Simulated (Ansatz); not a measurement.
With PBE (plane waves, PAW; program Ansatz), AlP in the NiAs type structure (P6_3/mmc) relaxes to a = 3.604 Å, c = 5.776 Å. Against the elements it lies at -37 kJ/mol of atoms, with no fitted shifts.

Electronic character: metallic (no gap).

The bulk modulus is 103 GPa.

The start of the workflow was typed in or built on a structure type; neither database checked (COD, Materials Project) lists it. It is not the phase usual at ambient conditions (space group No. 216). Symmetry was held in the PBE relaxation; whether a distortion lowers the energy is not shown. The references are the lowest solids computed at this level, not always the standard phases.

Potentials: the earlier of the program's two PAW sets.
